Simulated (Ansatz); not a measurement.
Ti (hcp, Mg type), conventional cell a = 2.9389 Å, b = 2.9389 Å, c = 4.6500 Å, α = 90.00°, β = 90.00°, γ = 120.00°. The calculation uses the primitive cell of 2 atoms, to which meshes and values per cell refer.

The volume is varied about the relaxed value V₀ at fixed cell shape. Symmetry pins the atoms to their sites.

Calculation: PBE (plane waves to 420 eV, PAW, scalar-relativistic; Ansatz, a quantum-chemistry and plane-wave program). k mesh 18×18×10 (Γ-centred), Fermi-Dirac smearing 0.05 eV. The energy includes the smearing's −TS. With the shape held, the modulus is that of even scaling; a crystal free to change shape is softer. The PAW data are Ansatz's earlier set. Ti is run without spin polarisation. Ti was relaxed with its symmetry unable to fall. The zero of ΔE is the relaxed starting cell. The last digit holds for this mesh only.

```tsv
V (Å³/atom)	ΔE (meV/atom)
15.651	71.3
16.086	38.5
16.521	16.4
16.955	3.9
17.390	0.0
17.825	3.7
18.260	14.1
18.694	30.6
19.129	52.4
```

**Question.** What is the fitted pressure derivative B₀′?

**Answer.** 3.6.

**Question.** What bulk modulus at fixed cell shape B₀ follows from a third-order Birch-Murnaghan fit?

**Answer.** 112 GPa. Check by three points about V = 17.390 Å³/atom, step 0.870: d²E/dV² ≈ (16 − 2·0 + 14) meV / 0.870² = 0.0397 eV/Å⁶, and V·d²E/dV² × 160.2 = 111 GPa.

(A scan under strain: stresses follow from slopes of the energy per volume, elastic moduli from its curvatures.)
